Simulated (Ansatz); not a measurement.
Nb$_{5}$Si$_{3}$B in space group P6_3/mcm (No. 193; Nb on 4d, Nb on 6g, Si on 6g, B on 2b), the program Ansatz at the PBE level (PAW), all energies at zero smearing, with the estimated change up to a 700 eV cutoff added, with one set of potentials and settings (totals compare only within such a set). Cell of 18 atoms (10 Nb, 6 Si, 2 B): -49662.388 eV.

```tsv
element	reference phase	E (eV/atom)
Nb	Im-3m, 1 atoms in the cell	-4552.2836
Si	Fd-3m, 2 atoms in the cell	-635.8096
B	R-3m, 12 atoms in the cell	-155.9161
```

Formation energy per atom, worked out: (-49662.388 − 10×(-4552.2836) − 6×(-635.8096) − 2×(-155.9161))/18 = -0.715 eV/atom (-69 kJ per mol of atoms), at 0 K, without zero-point energy or fitted corrections.

The workflow started from a Materials Project entry (that database holds measured and hypothetical structures alike); the Crystallography Open Database copy checked does not list it. Whether it is the stable phase at ambient conditions was not checked. Symmetry was held in the PBE relaxation; whether a distortion lowers the energy is not shown. The run is not spin-polarised. The references are the lowest solids computed at this level, not always the standard phases.

Potentials: the later of the program's two PAW sets.
